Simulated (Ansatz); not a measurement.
SnTe:
```yaml
crystal:
  lattice:
    - [0.00000, 3.18712, 3.18712]
    - [3.18712, 0.00000, 3.18712]
    - [3.18712, 3.18712, 0.00000]
  atoms:
    - { symbol: Te, position: [0.00000, 0.00000, 0.00000] }
    - { symbol: Sn, position: [0.50000, 0.50000, 0.50000] }
```

Relaxed with r²SCAN.

**Question.** Map the electron localisation function on the plane through (0.000, 0.000, 0.000) spanned by u = [1, 0, 0] and v = [0, 1, -1] in lattice vectors, from r²SCAN in the plane-wave PAW code Ansatz.

**Answer.** x is the fraction of u, y of v (the angle between them is 90°; rows are the nearest grid lines); atoms in the plane: Te at (0.00, 0.00), Sn at (0.50, 0.50).
```
|@ .:=+**+-:..:-+**+=:. @|
|...-++**+-:..:-+**++-...|
|..:=+***+-:..:-+***+=:..|
|:-=++***=-::::-=***++=-:|
|=+++***+=------=+***+++=|
|++****+==------==+****++|
|*****++==------==++*****|
|****+===-======-===+****|
|+++====-=------=-====+++|
|-------=--:..:--=-------|
|::::---=-:....:-=---::::|
|...:---=-..  ..-=---:...|
|...:---=-..  ..-=---:...|
|::::---=-:....:-=---::::|
|-------=--:..:--=-------|
|+++====-=------=-====+++|
|****+===-======-===+****|
|*****++==------==++*****|
|++****+==------==+****++|
|=+++***+=------=+***+++=|
|:-=++***=-::::-=***++=-:|
|..:=+***+-:..:-+***+=:..|
|...-++**+-:..:-+**++-...|
|@ .:=+**+-:..:-+**+=:. @|
```
Scale: ten equal steps from -0.110 (start of ' ') to 1.00 (end of '@'), in the order ' .:-=+*#%@'; x runs from 0.000 to 1.00, y from 0.000 (bottom) to 1.00 (top).

The density is the valence pseudo-density with augmentation charge, so density and ELF within about 1 Å of a nucleus are not all-electron values.

Space group Fm-3m (rock salt). The r²SCAN relaxation kept the symmetry of its start. Scalar-relativistic: spin–orbit coupling is off unless named, which matters more the heavier the elements.

Potentials: the later of the program's two PAW sets.
